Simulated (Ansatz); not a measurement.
# Single point on BeCl

This is BeCl placed on the sites of a simple cubic array of dimers (box 2.5 bond lengths wide) (a generated, not necessarily known, phase), then sheared and rattled, one atom being moved towards a neighbour.

PBE, full-potential LAPW in Ansatz, scalar relativity, no spin–orbit coupling, point nuclei. k-points 2×2×2 (shift 0.5, 0.5, 0.5 mesh steps), Fermi–Dirac smearing of 0.15 eV. The mesh is coarse, so the numbers hold for this sampling and aren't converged over the zone. In metals such a mesh can move stress, forces and moments by their own size. No spin polarisation. The cell's electron count is odd, so a run with spin could end lower.

Extended XYZ with forces in eV/Å (energy in eV, pressure in GPa):

```xyz
2
Lattice="4.5738 -0.0890 -0.0600 -0.0890 4.3867 0.0427 -0.0600 0.0427 4.4224" Properties=species:S:1:pos:R:3:forces:R:3 pbc="T T T" free_energy=-12958.6581 pressure=3.46
Cl    1.8247    4.2775    1.5661   -2.3411   -2.0026   -2.1547
Be    2.8607    5.1663    2.5221    2.3411    2.0026    2.1546
```

Stress tensor (GPa, compression positive):
```
4.20 3.73 4.01
3.73 2.81 3.43
4.01 3.43 3.38
```

**Question.** What does r2SCAN by all-electron PAW datasets generated for the cell without frozen cores, scalar-relativistic, point nucleus give for this geometry?

**Answer.** Beside PBE, the pressure drops by 0.16 GPa to 3.30 GPa, and the forces move by 0.044 eV/Å (r.m.s. over the atoms).

Forces (eV/Å): Cl1 (-2.367, -2.029, -2.178); Be2 (2.367, 2.029, 2.178).

**Question.** Now LDA (PW92) by all-electron full-potential LAPW, scalar-relativistic, point nucleus at the same geometry. How do the results move?

**Answer.** Compared with PBE, the pressure goes down by 0.97 GPa to 2.49 GPa, and the forces move by 0.341 eV/Å (r.m.s. over the atoms).

```json
{"atom": "Cl1", "Fx (eV/Å)": "-2.128", "Fy (eV/Å)": "-1.820", "Fz (eV/Å)": "-1.962"}
{"atom": "Be2", "Fx (eV/Å)": "2.128", "Fy (eV/Å)": "1.820", "Fz (eV/Å)": "1.962"}
```
